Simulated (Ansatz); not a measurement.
AlB2W2 (Cmmm), relaxed with PBE (Ansatz, an electronic-structure program, plane waves, PAW): a = 3.0896 Å, b = 11.5916 Å, c = 3.1396 Å, α = β = γ = 90.00°.

| Item | Value |
|---|---|
| ΔH_f (eV/atom) | -0.28 |

**Question.** The same phase is relaxed and computed with PBEsol in the same code. What are the cell and these values now?

**Answer.** a = 3.071 Å, b = 11.508 Å, c = 3.114 Å, α = 90.00°, β = 90.00°, γ = 90.00°.

ΔH_f (eV/atom): -0.32

Typed or built starts, not in the databases checked: AlB2W2, Cmmm (Al on 2a, W on 4j, B on 4i). All cells were relaxed under the symmetry of their starts (and spin orders); stability against distortions was not tested throughout. Rows with no word on spin ran without spin polarisation. Scalar-relativistic: spin–orbit coupling is off unless named, which matters more the heavier the elements.

Potentials: the later of the program's two PAW sets.

Ansatz is a plane-wave DFT program.

Formation energies count from the lowest solids of the elements computed at the same level, not from gases.
